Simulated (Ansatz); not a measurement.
Relaxed-ion elastic tensor of MgO (rock salt, space group No. 225) in GPa (Voigt order), DFT-PBEsol in the program Ansatz with PAW potentials; density 3.58 g/cm³, 9.36 Å³ per atom.

```
 293  89.8  89.8   0.0   0.0   0.0
89.8   293  89.8   0.0   0.0   0.0
89.8  89.8   293   0.0   0.0   0.0
 0.0   0.0   0.0   145   0.0   0.0
 0.0   0.0   0.0   0.0   145   0.0
 0.0   0.0   0.0   0.0   0.0   145
```

Q: Is the crystal mechanically stable?

A: Yes: the smallest eigenvalue of C is 145 GPa.

Q: Work out the Voigt, Reuss and Hill averages.

A: K_V = 157, K_R = 157, K_H = 157; G_V = 127, G_R = 124, G_H = 125 GPa.

Q: Give Young's modulus, Poisson's ratio, Pugh's ratio and the universal anisotropy index.

A: E = 9KG/(3K + G) = 297 GPa; ν = 0.19; K/G = 1.25 (brittle by the Pugh limit of 1.75); A_U = 5G_V/G_R + K_V/K_R − 6 = 0.15.

Q: Estimate the sound speeds and the Debye temperature.

A: v_l = √((K + 4G/3)/ρ) = 9530 m/s, v_t = √(G/ρ) = 5920 m/s, mean 6530 m/s; Θ = (h/k)(3n/4πV)^(1/3) v_m = 922 K.

Q: Give the Zener ratio and Young's modulus along [100], [110] and [111].

A: A = 2C44/(C11 − C12) = 1.42; 1/E = S11 − 2(S11 − S12 − S44/2)Γ with Γ = 0, 1/4, 1/3 gives 251, 307, 332 GPa.

Space group Fm-3m (rock salt). The cell was relaxed with PBEsol under the symmetry of its start; phonons on a q-mesh show no instability. The volume moved by -15 % from the start of the relaxation.

Potentials: the later of the program's two PAW sets.
